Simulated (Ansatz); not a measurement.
**Computed frozen-phonon scan: Rb (bcc, W type)**

Relaxed Rb (bcc, W type):

```
CELL_PARAMETERS angstrom
     -5.67101     5.67101     5.67101
      2.83551    -2.83551     2.83551
      2.83551     2.83551    -2.83551
ATOMIC_POSITIONS crystal
  Rb 0.00000 0.00000 0.00000
  Rb 0.50000 0.00000 0.00000
```

The atoms are displaced by Q × the pattern below (from a DFPT mode at N = (0.5, 0.0, 0.0), largest move 1; Q in Å), at fixed cell. (q is in reciprocal vectors of the primitive cell; the cell shown is doubled to hold the pattern.)

| atom | x | y | z |
|---|---|---|---|
| Rb1 | 1.000 | 0.000 | 0.000 |
| Rb2 | -1.000 | 0.000 | 0.000 |

Calculation: PBE (plane waves to 420 eV, PAW, scalar-relativistic; Ansatz, a first-principles code). k mesh 6×12×12 (Γ-centred), Fermi-Dirac smearing 0.05 eV. E stands for the smeared free energy. With partly filled bands, energies and forces of such displacements shift with the k mesh and the smearing. Rb was relaxed with its symmetry unable to fall. ΔE is measured from the undisplaced structure.

```json
[
 {"Q (Å)": "-0.100", "ΔE (eV/cell)": "0.0028", "−dE/dQ from forces (eV/Å)": "0.055"},
 {"Q (Å)": "-0.083", "ΔE (eV/cell)": "0.0019", "−dE/dQ from forces (eV/Å)": "0.046"},
 {"Q (Å)": "-0.067", "ΔE (eV/cell)": "0.0012", "−dE/dQ from forces (eV/Å)": "0.037"},
 {"Q (Å)": "-0.050", "ΔE (eV/cell)": "0.0007", "−dE/dQ from forces (eV/Å)": "0.028"},
 {"Q (Å)": "-0.033", "ΔE (eV/cell)": "0.0003", "−dE/dQ from forces (eV/Å)": "0.019"},
 {"Q (Å)": "-0.017", "ΔE (eV/cell)": "0.0001", "−dE/dQ from forces (eV/Å)": "0.009"},
 {"Q (Å)": "0.000", "ΔE (eV/cell)": "0.0000", "−dE/dQ from forces (eV/Å)": "0.000"},
 {"Q (Å)": "0.017", "ΔE (eV/cell)": "0.0001", "−dE/dQ from forces (eV/Å)": "-0.009"},
 {"Q (Å)": "0.033", "ΔE (eV/cell)": "0.0003", "−dE/dQ from forces (eV/Å)": "-0.019"},
 {"Q (Å)": "0.050", "ΔE (eV/cell)": "0.0007", "−dE/dQ from forces (eV/Å)": "-0.028"},
 {"Q (Å)": "0.067", "ΔE (eV/cell)": "0.0012", "−dE/dQ from forces (eV/Å)": "-0.037"},
 {"Q (Å)": "0.083", "ΔE (eV/cell)": "0.0019", "−dE/dQ from forces (eV/Å)": "-0.046"},
 {"Q (Å)": "0.100", "ΔE (eV/cell)": "0.0028", "−dE/dQ from forces (eV/Å)": "-0.055"}
]
```

Key numbers:

Energy at Q = 0.100 Å: 2.8 meV/cell
Space group of the distorted cell: Cmcm (No. 63), lowered from Im-3m
Symmetry of the curve: even: the same for both signs
Shape of the curve: a single well with its minimum at or next to zero displacement
Harmonic wavenumber from the curvature (finite differences): 30 cm⁻¹

(For displaced atoms, the force is minus the slope of the energy, and its curvature is a force constant, which sets phonon frequencies.)
